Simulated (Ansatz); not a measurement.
Problem. CdS in space group P6_3mc (No. 186; Cd on 2a, Cd on 2b, S on 2a, S on 2b) is relaxed with the program Ansatz at the PBEsol level (PAW). What lattice parameters of the conventional cell result?

Solution. a = 4.121 Å, c = 13.437 Å.

Problem. Give the free coordinates with the occupied sites.

Solution. In one choice of origin and axes:

| atom | site | symmetry | x | y | z |
|---|---|---|---|---|---|
| Cd | 2a | 3m. | 0.0000 | 0.0000 | 0.0004 |
| Cd | 2b | 3m. | 0.3333 | 0.6667 | 0.2502 |
| S | 2a | 3m. | 0.0000 | 0.0000 | 0.3126 |
| S | 2b | 3m. | 0.3333 | 0.6667 | 0.0624 |

Problem. Is it a metal or does it have a gap at this level?

Solution. A gap of 1.05 eV, direct.

The cell is a constructed one: a structure type filled with these elements. Its sites differ from those of the usual phase in this space group: another stacking or structure type. The PBEsol relaxation kept the symmetry of its start; whether a distortion lowers the energy is not shown. Spin–orbit coupling is left out wherever it is not named.

Potentials: the later of the program's two PAW sets.
